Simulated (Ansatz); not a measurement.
Quadrupolar parameters in CsPbBr3

The cell is a computed structure from the Materials Project (it need not be an observed phase).

Space group Pnma (No. 62); a = 8.4538, b = 11.8789, c = 8.1011 Å.

| site | Wyckoff | site symmetry | x | y | z |
| --- | --- | --- | --- | --- | --- |
| Cs | 4c | .m. | 0.4398 | 0.2500 | 0.5195 |
| Pb | 4b | -1 | 0.0000 | 0.5000 | 0.5000 |
| Br9 | 4c | .m. | 0.9937 | 0.7500 | 0.5597 |
| Br11 | 8d | 1 | 0.2010 | 0.0317 | 0.8028 |

One atom of each set is listed.

The numbers come from a DFT calculation in Ansatz (r2SCAN, plane waves and PAW, scalar-relativistic, 500 eV cutoff, Γ-centred 4×3×4 k-points, Fermi–Dirac smearing 0.02 eV).

Conventions: |V_zz| ≥ |V_yy| ≥ |V_xx|, η = (V_xx − V_yy)/V_zz, C_Q = eQV_zz/h. ν_Q = 3|C_Q|/[2I(2I − 1)].

¹³³Cs: I = 7/2, Q = -3.430 mb; Br-81: I = 3/2, Q = 257.9 mb. Q values from Pyykkö, Mol. Phys. 116, 1328 (2018).

| site | atoms | first shell | C_Q (MHz) | η | ν_Q (MHz) |
| --- | --- | --- | --- | --- | --- |
| Cs | 4 | 8 Br at 3.70–4.01 Å; also 1 Br at 4.41 Å | -0.205 | 0.38 | 0.015 |
| Br9 | 4 | 2 Pb at 3.01 Å, angle 161° | 123 | 0.12 | 61.6 |
| Br11 | 8 | 2 Pb at 3.01 Å, angle 153° | 117 | 0.01 | 58.6 |

At Br9 V_zz points along the line of its two bonds (within 1°). At Br11 V_zz runs parallel to the line that joins its two neighbours (within 2°).

Pb has no stable isotope with a ground-state quadrupole moment in the table, so these sites are left out.

Without spin–orbit coupling the gradients at and beside Pb can be off by some per cent, at some sites by more.
